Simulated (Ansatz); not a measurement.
AgI:
```
AgI
1.0
    0.00000     3.31434     3.31434
    3.31434     0.00000     3.31434
    3.31434     3.31434     0.00000
Ag I
1 1
Direct
  0.00000   0.00000   0.00000
  0.25000   0.25000   0.25000
```

Relaxed with PBE. Special points in fractions of this cell's reciprocal vectors: Γ (0.000, 0.000, 0.000); X (0.500, 0.000, 0.500); U (0.625, 0.250, 0.625); K (0.375, 0.375, 0.750); L (0.500, 0.500, 0.500); W (0.500, 0.250, 0.750).

Q: List the band energies nearest the valence-band maximum at these points for PBE with spin–orbit coupling in the plane-wave PAW code Ansatz.

A: In eV from the valence-band maximum; about four levels below and three above (degenerate sets whole), none deeper than 8.9 eV; points with the same levels are listed once.

```tsv
k	below	above
Γ	0.00 0.00 0.00 0.00	1.11 1.11 5.46 5.46
X	-2.02 -2.02 -1.60 -1.60	3.55 3.55 3.63 3.63
U	-2.06 -1.96 -1.47 -1.43	3.70 3.78 4.68
L	-1.01 -1.01 -0.69 -0.69	2.56 2.56 6.04 6.04
W	-2.15 -2.10 -1.64 -1.63	4.19 4.54 5.06
```

Space group F-43m (zinc blende). Symmetry was held in the PBE relaxation. The run is not spin-polarised.

Potentials: the earlier of the program's two PAW sets.
